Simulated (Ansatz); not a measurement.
BeTe:
```yaml
crystal:
  lattice:
    - [0.00000, 2.82859, 2.82859]
    - [2.82859, 0.00000, 2.82859]
    - [2.82859, 2.82859, 0.00000]
  atoms:
    - { symbol: Be, position: [0.75000, 0.75000, 0.75000] }
    - { symbol: Te, position: [0.50000, 0.50000, 0.50000] }
```

Tensor components refer to the Cartesian frame of this cell.

Task: Give the proper piezoelectric stress tensor with relaxed ions from plane-wave PAW r²SCAN (Ansatz code).

Result: In C/m², rows x, y, z, Voigt columns; mesh uncertainty up to 0.00.
```
0.00  0.00  0.00  0.25  0.00  0.00
0.00  0.00  0.00  0.00  0.25  0.00
0.00  0.00  0.00  0.00  0.00  0.25
```

The elastic tensor of the same run (GPa):

|  | 1 | 2 | 3 | 4 | 5 | 6 |
|---|---|---|---|---|---|---|
| 1 | 101 | 38.3 | 38.3 | 0.0 | 0.0 | 0.0 |
| 2 | 38.3 | 101 | 38.3 | 0.0 | 0.0 | 0.0 |
| 3 | 38.3 | 38.3 | 101 | 0.0 | 0.0 | 0.0 |
| 4 | 0.0 | 0.0 | 0.0 | 52.3 | 0.0 | 0.0 |
| 5 | 0.0 | 0.0 | 0.0 | 0.0 | 52.3 | 0.0 |
| 6 | 0.0 | 0.0 | 0.0 | 0.0 | 0.0 | 52.3 |

Task: Convert to strain constants d = e·S.

Result: In pC/N:
```
0.0  0.0  0.0  4.7  0.0  0.0
0.0  0.0  0.0  0.0  4.7  0.0
0.0  0.0  0.0  0.0  0.0  4.7
```

Space group F-43m (zinc blende). Symmetry was held in the r²SCAN relaxation. The volume moved by 29 % from the start of the relaxation. Spin–orbit coupling is left out wherever it is not named.

Potentials: the later of the program's two PAW sets.
